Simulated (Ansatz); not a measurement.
Input, command and steps of an Ansatz relaxation.

```yaml
crystal:
  lattice:
    - [5.406667, 0.018135, 0.122963]
    - [0.018135, 5.754583, -0.504086]
    - [0.122963, -0.504086, 5.620551]
  atoms:
    - { symbol: W, position: [0.3440816305, 0.8976713715, 0.2911331587] }
    - { symbol: W, position: [0.8501028254, 0.2009209493, 0.7211906043] }
    - { symbol: W, position: [0.7332367459, 0.677909179, 0.5691272047] }
    - { symbol: Se, position: [0.9004293504, 0.0267770728, 0.1624964067] }
    - { symbol: Se, position: [0.4112186871, 0.0135393199, 0.8389521072] }
    - { symbol: Se, position: [0.5990345372, 0.5433303137, 0.0169612436] }
    - { symbol: S, position: [0.0830985119, 0.5318771397, 0.265078888] }
    - { symbol: S, position: [0.1146645159, 0.5646616912, 0.7696431257] }
    - { symbol: S, position: [0.4811805018, 0.3118808221, 0.4508098579] }
  symmetry: { detect: false }
basis:
  ecutwfc: 420
kpoints:
  mp_grid: { grid: [3, 2, 3], shift: [0.0, 0.5, 0.0] }
hamiltonian:
  xc: pbesol
scf:
  occupations: { method: gaussian, width: 0.1 }
  lower_state_search: "off"
output:
  forces: true
  stress: true
  eigenvalues: true
relax:
  adjacent_minimum: "off"
  f_tol: 0.04
  max_steps: 70
  cell: { stress_tol: 0.3 }
```

```bash
ansatz run input.yaml --threads 2 --pin off --max-ram 4096MiB --backend cpu --events-out ev --progress --plain --runs-dir out
```

All numbers below come from Ansatz 0.2.0, DFT PBEsol, scalar-relativistic, plane waves, PAW.

Of 23 frames 10 are shown, positions in Å and forces in eV/Å; the SCF threshold varies from step to step. Steps run on the plane waves of an earlier cell, with a Pulay correction in the pressure. The basis is chosen afresh for the last frame, the zero of the energies, and can be on the way; energy and pressure step there, also at an unchanged geometry. The mark taken_back stands on steps that the optimiser undid.

```xyz
9
Lattice="5.4067 0.0181 0.1230 0.0181 5.7546 -0.5041 0.1230 -0.5041 5.6206" Properties=species:S:1:pos:R:3:forces:R:3 pbc="T T T" step=1 free_energy_over_end_meV_per_atom=729.33 pressure_GPa=-16.30
W     1.9124    5.0252    1.2261   -0.0370   -0.2960   -0.5400
W     4.6885    0.8081    4.0567   -1.3330    0.2850   -0.6540
W     4.0466    3.6275    2.9472    0.7910   -0.8040    0.9980
Se    4.8888    0.0885    1.0105    0.1780    0.3160    0.4280
Se    2.3267   -0.3375    4.7591    0.6520   -0.5560   -0.2150
Se    3.2507    3.1290   -0.1049    0.1680    0.7550   -0.7770
S     0.4915    2.9286    1.2320    0.1380    2.1440    0.8190
S     0.7248    2.8635    4.0553   -2.1400   -1.6260   -0.4640
S     2.6627    1.5762    2.4358    1.5830   -0.2180    0.4050
9
Lattice="5.1513 -0.0074 0.0381 -0.0014 5.7206 -0.5277 0.0394 -0.5548 5.2724" Properties=species:S:1:pos:R:3:forces:R:3 pbc="T T T" step=3 free_energy_over_end_meV_per_atom=398.23 pressure_GPa=2.56
W     1.8764    5.0358    1.0410    0.4320    0.2190    0.5830
W     4.2252    0.6274    3.6062   -0.0030   -0.4390   -0.7430
W     3.8206    3.5084    2.8107   -0.2630    0.2080   -0.4210
Se    4.6921    0.2218    0.9541    0.2620   -0.0940    0.2440
Se    2.1184   -0.5339    4.3579   -0.0700   -0.3070   -0.3360
Se    3.0953    3.1834   -0.2628   -0.2910    0.2840    0.5630
S     0.4849    3.1826    1.2056   -0.0270    0.4660   -0.0640
S     0.4918    2.4789    3.7936    0.4540   -0.7890    0.3230
S     2.6200    1.5540    2.2171   -0.4940    0.4520   -0.1500
9
Lattice="5.4109 0.0269 -0.0983 0.0481 6.0330 -0.5459 -0.0956 -0.6137 5.0981" Properties=species:S:1:pos:R:3:forces:R:3 pbc="T T T" step=6 free_energy_over_end_meV_per_atom=274.03 pressure_GPa=-1.13
W     2.0918    5.4383    0.9740   -1.1440    0.3540   -0.0170
W     4.2296    0.4865    3.0348    0.1060    0.2120   -0.2050
W     3.9804    3.5743    2.5734    0.5100   -0.0150   -0.5290
Se    5.1492    0.3820    0.6965    0.1450    0.1200   -0.1090
Se    2.2866   -0.7342    3.9961    0.3780   -0.1400    0.2000
Se    3.2125    3.5497   -0.0947    0.2060   -0.1360    0.4110
S     0.5049    3.7393    1.2797   -0.2020   -0.2140    0.3060
S     0.2722    2.1442    3.7855   -0.4800    0.1740   -0.3710
S     2.5051    1.7698    2.0807    0.4810   -0.3540    0.3150
9
Lattice="5.7324 0.1071 -0.0937 0.1353 6.0381 -0.5969 -0.0851 -0.6837 4.8527" Properties=species:S:1:pos:R:3:forces:R:3 pbc="T T T" step=8 free_energy_over_end_meV_per_atom=200.09 pressure_GPa=1.18
W     1.9034    5.5127    0.8902    0.8630    0.0870    0.7120
W     4.6229    0.4419    2.7294    0.1470   -0.3790   -0.0890
W     4.3458    3.5711    2.3404   -0.5290    0.1000    0.9090
Se    5.4993    0.5312    0.4036   -0.0930    0.0650   -0.1270
Se    2.6890   -0.7348    3.8666   -0.7940    0.2760   -0.2430
Se    3.4056    3.6490    0.0626   -0.2430   -0.1810   -0.7760
S     0.5717    3.6733    1.2742    0.7910    0.4270   -0.2590
S     0.2108    2.1096    3.5132    0.1340   -0.1140    0.0800
S     2.8071    1.6919    2.0719   -0.2770   -0.2800   -0.2070
9
Lattice="5.7941 0.0316 -0.0604 0.0578 6.1515 -0.8668 -0.0392 -0.9663 4.7688" Properties=species:S:1:pos:R:3:forces:R:3 pbc="T T T" step=11 free_energy_over_end_meV_per_atom=117.54 pressure_GPa=0.07
W     1.8960    5.6102    0.6871   -0.0610    0.4030   -0.4450
W     4.7375    0.0440    2.4853   -0.1090   -0.2960    0.1670
W     4.3572    3.5124    2.3388    0.5980   -0.2530    0.1200
Se    5.5889    0.1409    0.1258   -0.1500   -0.1730   -0.1960
Se    2.6597   -0.8345    3.8885    0.3690   -0.0840    0.1070
Se    3.3496    3.7043   -0.0689   -0.0010    0.3010    0.2560
S     0.5817    3.7772    1.2060   -0.5390    0.1180   -0.0570
S     0.0753    1.8982    3.3189   -0.2160   -0.2230   -0.0530
S     2.9839    1.5246    1.9615    0.1090    0.2070    0.1010
9
Lattice="5.9238 -0.0096 -0.0359 0.0160 6.2099 -1.0496 -0.0066 -1.1501 4.7795" Properties=species:S:1:pos:R:3:forces:R:3 pbc="T T T" step=13 free_energy_over_end_meV_per_atom=64.59 pressure_GPa=0.59
W     1.8469    5.7613    0.5076    0.0570    0.4270    0.2920
W     4.7925   -0.3075    2.4322   -0.3410    0.0930    0.2160
W     4.5769    3.3294    2.3753   -0.1320   -0.6480   -0.7490
Se    5.6796    0.0736    0.0635    0.2150    0.0750    0.3680
Se    2.7630   -1.1160    3.8682    0.0190   -0.0210    0.1050
Se    3.4446    3.8922   -0.0034    0.0830    0.4080   -0.0990
S     0.4395    3.9755    1.0271   -0.2680   -0.0920   -0.1460
S     0.1046    1.6112    3.1297    0.2560   -0.0660   -0.0270
S     3.1438    1.4407    2.0084    0.1090   -0.1770    0.0410
9
Lattice="6.0665 0.2234 0.1499 0.2491 6.2334 -1.1365 0.1691 -1.2352 4.7497" Properties=species:S:1:pos:R:3:forces:R:3 pbc="T T T" step=16 free_energy_over_end_meV_per_atom=26.68 pressure_GPa=1.36 taken_back
W     1.9195    6.0643    0.7385    1.0440   -1.2410   -0.5580
W     5.0488   -0.2580    2.6334   -0.5350   -0.1220   -0.5940
W     4.9662    3.4115    2.3834   -0.1010    0.2820    0.3630
Se    5.8169    0.1426    0.1753   -0.0260   -0.2160    0.5710
Se    2.9033   -0.9677    3.9809   -0.0970   -0.0590    0.3430
Se    3.8072    4.2757    0.1246    0.2600    0.0140   -0.2290
S     0.7481    3.9157    0.9264    0.1080   -0.1790   -0.6000
S     0.3452    1.3767    2.8181   -0.8420    1.6520    0.4770
S     3.4769    1.4931    2.0179    0.1910   -0.1310    0.2280
9
Lattice="6.0972 0.1276 0.1351 0.1478 6.2356 -1.0988 0.1630 -1.2001 4.7569" Properties=species:S:1:pos:R:3:forces:R:3 pbc="T T T" step=18 free_energy_over_end_meV_per_atom=6.07 pressure_GPa=0.42
W     1.8132    6.0259    0.7635    0.3880   -0.0810   -0.2550
W     5.0946   -0.3503    2.5780    0.0250    0.7520    0.2660
W     4.9052    3.3996    2.4397   -0.0860   -0.3120    0.0250
Se    5.8633    0.0675    0.1708    0.0360    0.1010    0.1090
Se    2.9012   -1.0235    4.0106   -0.0820    0.0060    0.1060
Se    3.7307    4.2492    0.1722   -0.1060   -0.0990   -0.2010
S     0.6284    3.9061    0.8847    0.1580   -0.0470   -0.1200
S     0.2986    1.4896    2.7847   -0.0640   -0.1550    0.1160
S     3.5292    1.4086    2.0988   -0.2700   -0.1650   -0.0470
9
Lattice="6.0692 0.0988 0.1584 0.1149 6.2249 -1.0997 0.1895 -1.2013 4.7508" Properties=species:S:1:pos:R:3:forces:R:3 pbc="T T T" step=21 free_energy_over_end_meV_per_atom=2.22 pressure_GPa=0.32
W     1.8117    6.0070    0.6873    0.0470   -0.0440   -0.0270
W     5.0751   -0.3391    2.6267    0.0430   -0.0360   -0.0100
W     4.8867    3.3572    2.4400    0.0590    0.1070   -0.0140
Se    5.8047    0.0754    0.2114    0.0080    0.0440    0.0070
Se    2.8788   -1.0917    4.0189    0.0050    0.0160    0.0540
Se    3.7070    4.2007    0.1724    0.0460   -0.0200    0.0110
S     0.6341    3.9120    0.8713   -0.0760    0.0340   -0.0280
S     0.3373    1.4894    2.7640   -0.0950    0.0520    0.1400
S     3.4867    1.3866    2.1881   -0.0370   -0.1530   -0.1330
9
Lattice="6.0828 0.1114 0.1540 0.1288 6.2376 -1.1037 0.1841 -1.2066 4.7447" Properties=species:S:1:pos:R:3:forces:R:3 pbc="T T T" step=23 free_energy_over_end_meV_per_atom=0.00 pressure_GPa=-0.07
W     1.8283    6.0159    0.6848   -0.0330    0.0310    0.0100
W     5.0879   -0.3333    2.6192   -0.0020    0.0060   -0.0010
W     4.9030    3.3795    2.4317   -0.0110   -0.0170   -0.0340
Se    5.8245    0.0906    0.2088    0.0010   -0.0300    0.0030
Se    2.8838   -1.0817    4.0158    0.0160   -0.0050   -0.0060
Se    3.7247    4.2145    0.1645    0.0190    0.0250    0.0110
S     0.6363    3.9221    0.8627   -0.0270    0.0120    0.0170
S     0.3235    1.4873    2.7925    0.0270   -0.0080   -0.0020
S     3.5017    1.3856    2.1398    0.0100   -0.0140    0.0020
```

Time: 2.6 min on 2 threads of Intel(R) Xeon(R) Platinum 8259CL CPU @ 2.50GHz (Skylake/Cascade Lake), with other jobs on the host, peak memory 0.58 GiB.

The k mesh is coarse. Spin–orbit coupling is left out, which can shift energies with elements as heavy as these.